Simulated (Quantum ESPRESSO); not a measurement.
Space group P6₃mc (No. 186); a = 3.782 Å, b = 3.782 Å, c = 6.204 Å, α = 90.00°, β = 90.00°, γ = 120.00°

| atom | site | symmetry | x | y | z |
|---|---|---|---|---|---|
| S | 2b | 3m. | 0.3333 | 0.6667 | 0.3746 |
| Zn | 2b | 3m. | 0.3333 | 0.6667 | 0.0004 |

Cell and atoms were relaxed with PBEsol from Materials Project entry mp-560588, within its symmetry.

Q: What does PBEsol (Quantum ESPRESSO, PseudoDojo norm-conserving, 84 Ry, scalar-relativistic) give for the electronic structure near the Fermi level?

A: The PBEsol gap is direct, 2.16 eV at Γ.
